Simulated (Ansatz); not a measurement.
Starting cell, Ge (diamond):

```xyz
4
Lattice="0.0000 5.7622 5.7622 2.8811 0.0000 2.8811 2.8811 2.8811 0.0000" Properties=species:S:1:pos:R:3 pbc="T T T"
Ge     2.8811     2.8811     2.8811
Ge     2.8811     5.7622     5.7622
Ge     4.3217     4.3217     4.3217
Ge     4.3217     7.2028     7.2028
```

A phonon eigenvector at L = (0.5, 0.0, 0.0) is frozen into this cell: atom i moves by Q times the vector below, so Q is the largest atomic displacement, in Å. The cell is held. It is one choice among 2 degenerate patterns. (q is in reciprocal vectors of the primitive cell; the cell shown is doubled to hold the pattern.)

```json
[
 {"atom": "Ge1", "x": "-0.285", "y": "0.520", "z": "-0.805"},
 {"atom": "Ge2", "x": "0.285", "y": "-0.520", "z": "0.805"},
 {"atom": "Ge3", "x": "0.285", "y": "-0.520", "z": "0.805"},
 {"atom": "Ge4", "x": "-0.285", "y": "0.520", "z": "-0.805"}
]
```

Level of theory: PBE (plane waves to 420 eV, PAW, scalar-relativistic; Ansatz, an electronic-structure program). k mesh 7×14×14 (Γ-centred), Fermi-Dirac smearing 0.05 eV. With partly filled bands, energies and forces of such displacements shift with the k mesh and the smearing. Ge was relaxed with its symmetry unable to fall. The PAW data are Ansatz's earlier set.

At one point of the scan the forces (eV/Å) are:

```tsv
atom	Fx	Fy	Fz
Ge1	1.752	-2.020	2.524
Ge2	-0.010	1.051	-1.875
Ge3	-1.752	2.020	-2.524
Ge4	0.010	-1.051	1.875
```

Problem. Which point is it?
A. Q = 0.180 Å
B. Q = 0.030 Å
C. Q = 0.090 Å
D. Q = 0.150 Å

Solution. D, Q = 0.150 Å

(A displaced cell: forces are minus the slopes of the energy, force constants its curvatures, and phonons follow from these.)
